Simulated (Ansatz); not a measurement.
## Bi2S3: Field gradients at the nuclei

The cell is a COD entry, its atoms then relaxed with PBE in this cell.

```
Bi S
1.0
    11.31600    0.00000    0.00000
     0.00000    3.97090    0.00000
     0.00000    0.00000   11.17800
Bi S
8 12
Direct
  0.48778 0.25000 0.32498
  0.01222 0.75000 0.82498
  0.98778 0.25000 0.17502
  0.51222 0.75000 0.67502
  0.33768 0.75000 0.03205
  0.16232 0.25000 0.53205
  0.83768 0.75000 0.46795
  0.66232 0.25000 0.96795
  0.28384 0.25000 0.19282
  0.21616 0.75000 0.69282
  0.78384 0.25000 0.30718
  0.71616 0.75000 0.80718
  0.54960 0.75000 0.12924
  0.95040 0.25000 0.62924
  0.04960 0.75000 0.37076
  0.45040 0.25000 0.87076
  0.37755 0.75000 0.44412
  0.12245 0.25000 0.94412
  0.87755 0.75000 0.05588
  0.62245 0.25000 0.55588
```

Atom numbers follow the list; atoms alike are taken as one site, whose name carries the number of the first.

Level of theory: DFT, PBE, plane waves and PAW, scalar-relativistic, 420 eV cutoff, Γ-centred 3×7×3 k-points, Fermi–Dirac smearing 0.02 eV (Ansatz 0.2.0).

C_Q = eQV_zz/h, which is 24.18 MHz for Q = 1 b and V_zz = 10²¹ V/m²; η = (V_xx − V_yy)/V_zz. Directions are in the Cartesian axes of the cell vectors above, for the atom listed; none is given where the gradient is under 0.02 or η is above 0.95.

| site | first atom | first shell | V_zz (10²¹ V/m²) | η | direction of V_zz (x, y, z) |
| --- | --- | --- | --- | --- | --- |
| Bi1 | 1 | 7 S at 2.70–3.36 Å | 7.18 | 0.89 | 0.08 0.00 1.00 |
| Bi5 | 5 | 7 S at 2.63–3.29 Å | -18.54 | 0.09 | 0.69 0.00 0.73 |
| S9 | 9 | 3 Bi at 2.74–2.75 Å | -2.52 | 0.33 | 0.90 0.00 -0.43 |
| S13 | 13 | 5 Bi at 2.63–3.04 Å | -4.12 | 0.96 | – |
| S17 | 17 | 5 Bi at 2.70–3.29 Å | -8.71 | 0.11 | 0.78 0.00 0.63 |

At S9 V_zz stands upright on the plane through its three neighbours (within 2°).

Spin–orbit coupling is left out, which shifts gradients on Bi by a few per cent, and by more where contributions nearly cancel. Where η is near 1 the sign of V_zz means little.
